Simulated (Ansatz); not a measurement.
SiC:
```
CELL_PARAMETERS angstrom
      0.00000     2.17845     2.17845
      2.17845     0.00000     2.17845
      2.17845     2.17845     0.00000
ATOMIC_POSITIONS crystal
  Si 0.75000 0.75000 0.75000
  C  0.00000 0.00000 0.00000
```

Relaxed with PBEsol. 

Q: HSE06 on this cell (Ansatz, an electronic-structure program, PAW) gives a gap of 2.23 eV. What does PBEsol give?

A: 1.24 eV.

Cost on shared cores: the PBEsol run (SCF on a 11×11×11 mesh, then bands and DOS) about 5 core-seconds (a rough figure), the HSE06 run (SCF on 8×8×8, then a few points) around 24 core-seconds (rough); the tasks are unlike.

Space group F-43m (zinc blende). Symmetry was held in the PBEsol relaxation.

Potentials: the earlier of the program's two PAW sets.

Ansatz is a plane-wave DFT program.
